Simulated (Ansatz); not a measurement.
NbSiB in space group Cmcm (No. 63; Si on 4c, B on 4c, Nb on 4c) at seven volumes, PBEsol in the plane-wave PAW code Ansatz, shape and atoms relaxed at each. One row is withheld.

| V (Å³/atom) | P (GPa) |
|---|---|
| 10.545 | 26.79 |
| 10.893 | 16.41 |
| 11.240 | ? |
| 11.588 | 0.00 |
| 11.936 | -6.44 |
| 12.283 | -11.90 |
| 12.631 | -16.52 |

Question: Fit the shown pressures and predict the withheld one.

Answer: Third-order Birch–Murnaghan: P = (3/2)B₀(x^(7/2) − x^(5/2))[1 + (3/4)(B′ − 4)(x − 1)] with x = (V₀/V)^(2/3). Least squares on the six rows gives V₀ = 11.588 Å³/atom, B₀ = 231.4 GPa, B′ = 4.35. At V = 11.240, x = 1.0205 and P = 7.54 GPa. The run itself gave 7.55 GPa.

The start of the workflow was typed in or built on a structure type; neither database checked (COD, Materials Project) lists it. Whether it is the stable phase at ambient conditions was not checked. Symmetry was held in the PBEsol relaxation; whether a distortion lowers the energy is not shown. The run is not spin-polarised.

Potentials: the later of the program's two PAW sets.
